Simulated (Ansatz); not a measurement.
Input file for Ansatz (an electronic-structure program):

Ansatz 0.2 input:
```yaml
crystal:
  lattice:
    - [0.0, 3.3215685008, 3.3215685008]
    - [3.3215685008, 0.0, 3.3215685008]
    - [3.3215685008, 3.3215685008, 0.0]
  atoms:
    - { symbol: Co, position: [0.125, 0.125, 0.125], spin: 0.3 }
    - { symbol: Co, position: [0.625, 0.125, 0.125], spin: 0.3 }
    - { symbol: Co, position: [0.125, 0.125, 0.625], spin: 0.3 }
    - { symbol: Co, position: [0.125, 0.625, 0.125], spin: 0.3 }
    - { symbol: Ta, position: [0.5, 0.5, 0.5], spin: -0.03 }
    - { symbol: Ta, position: [0.75, 0.75, 0.75], spin: -0.03 }
kpoints:
  mp_grid: { grid: [11, 11, 11] }
basis: { xc_grid: 2, fft_grid_basis: typed }
hamiltonian:
  xc: pbesol
  pseudopotentials: { kind: paw }
magnetization: { spin_polarized: true }
scf:
  occupations: { method: gaussian, width: 0.1 }
checkpoint: { read: metal.run }
output: { write_density: true, elf: true, volumetric_format: npy }
```

Output (shortened):

```
Pseudopotential: Co, paw, valence charge 17
Pseudopotential: Ta, paw, valence charge 13
Functional definition: PBEsol
Crystal: 6 atoms, lattice volume = 73.293 Å³
Basis set: ecut = 420 eV, 1459 PW (Γ), exchange–correlation on 64×64×64 points (8 copies of the dense FFT grid, shifted against one another)
Bands: 58, of which v1, the nominal top of the filled ones, is band 47 counted from 1 (46 counted from 0)
Symmetry: 48 space group operations
Space group: Fd-3m (ITA 227), of the structure as read, at distance tolerance 4.2e-5 Å
k-points: 56 of 1331
Stability of the state it starts from, as read at its close in the collinear treatment …
Starting moments: Σ|m| = 1.26 μB on 6 of 6 sites; this step starts from the density that it was given
iter 1 solved again at ethr=2.33e-7 eV; its pass at ethr=3.10e-3 eV (dr2=2.19e-4 eV) is discarded
SCF iter   1: F=—  HF=-39986.580523 eV  |F-HF|=—  |Δ(HF+E_count)|=         —  Δρ=3.24e-6 (↑2.58e-6 ↓3.24e-6)  dr2=1.91e-8  dr2_m=1.06e-10  M=1.114 μB ∫|m|=1.310 μB  β_m=0.30  ethr=2.33e-7  ⟨swp⟩=3.3  Hψ=37070  notcnv=0
preconditioner: auto → Kerker (q_TF=auto, 2.844 Å⁻¹)
spin=Collinear: Kerker preconditioning applied to the charge; magnetization (m = ρ↑ − ρ↓) channel mixes plain (no charge-response kernel on spin).
SCF iter   2: F=—  HF=-39986.580526 eV  |F-HF|=—  |Δ(HF+E_count)|=   2.49e-6  Δρ=5.68e-6 (↑4.45e-6 ↓5.68e-6)  dr2=6.36e-8  dr2_m=2.96e-10  M=1.114 μB ∫|m|=1.310 μB  β_m=0.30  ethr=2.03e-11  ⟨swp⟩=6.3  Hψ=25926  notcnv=0
SCF iter   3: F=-39986.580526 eV  HF=-39986.580526 eV  |F-HF|=7.58e-9  |Δ(HF+E_count)|=   3.76e-9  Δρ=2.05e-6 (↑1.64e-6 ↓2.05e-6)  dr2=8.13e-9  dr2_m=3.29e-11  M=1.114 μB ∫|m|=1.310 μB  ethr=2.03e-11  ⟨swp⟩=1.0  Hψ=13496  notcnv=0
SCF 1 converged in 3 iterations: F = -39986.580526 eV  dr2 = 8.13e-9
SCF converged after 3 iterations
Magnetization: 1.1142 μB (47.5571 up, 46.4429 down)
Absolute magnetization: 1.3102 μB (∫|ρ↑−ρ↓|, with the PAW one-centre terms)
Spin contamination: 0.0273 ħ² per cell (⟨S²⟩ above its minimum at these occupations)
Per-site moments (μB) at R_I (Å): [(0.29951549516563153, 0.9688402395751671), (0.29951549516563164, 0.9688402395751671), (0.2995154951656315, 0.9688402395751671), (0.2995154951656317, 0.9688402395751671), (-0.030003635256977832, 1.136065882113618), …
Free energy (F): -39986.580526 eV
Harris-Foulkes:  -39986.580526 eV  (|F-HF|=7.58e-9)
Internal energy: -39986.539283 eV  (E = F + TS)
E sigma→0 (E₀):  -39986.559904 eV
Entropy (-TS):   -0.041243 eV (-6.874 meV/atom)
Fermi energy:    20.576780 eV
--- Per-component energies (eV) ---
  E_band       = -1024.152021
  E_kinetic    = 2563.637819
  E_local      = -13476.712211  (includes V_loc(G=0)·N_el)
  E_nonlocal   = 1844.475440
  E_hartree    = 5725.393409
  E_xc         = -1072.207635
  E_vxc        = -1235.303605  (∫ρ·V_xc dr)
  E_paw        = -22469.616602  (= ΣΔE_a)
  E_vpaw       = -2171.049285  (= ΣTr[D̂ρ^β])
  E_aug_tail   = 0.000405  (compensation charges beyond the density's cutoff)
  E_ewald      = -13102.690877
  E_core_change = 1.180970  (= ΣΔE_core)
  E_smearing   = -0.041243  (= −TS)
  E_closure    = 0.000000  (closes the sum)
  Σ components = -39986.580526   (vs F -39986.580526, Δ=0.00e0)
  [band-id]    e_kinetic+e_local+e_nonlocal+2·e_hartree+e_vxc+e_vpaw+e_augmentation_tail = -1024.164618   (vs E_band -1024.152021, Δ=-1.26e-2)
--- Band table (eV; the first three rows and the last of 112) ---
  k-point 0 ↑: bands = ["-74.4009", "-74.3239", "-74.3239", "-74.3239", "-47.2523", "-47.1576", "-38.1773", "-37.8878", "-37.8878", "-37.8878", "-37.7845", "-37.7845", "-37.6214", "-37.6214", "-37.6214", "-37.6120", "-37.6120", "-37.6120", "-13.9368", …
  k-point 1 ↑: bands = ["-74.3997", "-74.3250", "-74.3238", "-74.3238", "-47.2509", "-47.1591", "-38.1708", "-37.8867", "-37.8849", "-37.8849", "-37.7831", "-37.7831", "-37.6292", "-37.6231", "-37.6231", "-37.6146", "-37.6146", "-37.6120", "-13.9401", …
  k-point 2 ↑: bands = ["-74.3964", "-74.3283", "-74.3238", "-74.3238", "-47.2470", "-47.1631", "-38.1527", "-37.8831", "-37.8772", "-37.8772", "-37.7783", "-37.7783", "-37.6514", "-37.6331", "-37.6331", "-37.6174", "-37.6174", "-37.6120", "-13.9487", …
  k-point 55 ↓: bands = ["-74.0116", "-74.0044", "-73.9691", "-73.9691", "-47.2243", "-47.2154", "-37.6262", "-37.5885", "-37.4660", "-37.4600", "-37.4210", "-37.4070", "-37.3839", "-37.3782", "-37.3219", "-37.3162", "-37.3077", "-37.2894", "-14.0469", …
```

Cost: about 23 core-seconds (a rough figure) on shared cores.

The workflow started from an entry of the Crystallography Open Database (COD). Its standing as an ambient phase is unchecked. Symmetry was held in the PBEsol relaxation; its stability against distortions is not shown here. Spin order of the final state: ferromagnetic, the only order run, not a proven ground state. Scalar-relativistic: spin–orbit coupling is off unless named, which matters more the heavier the elements.

Potentials: the later of the program's two PAW sets.

Ansatz is a plane-wave DFT program.
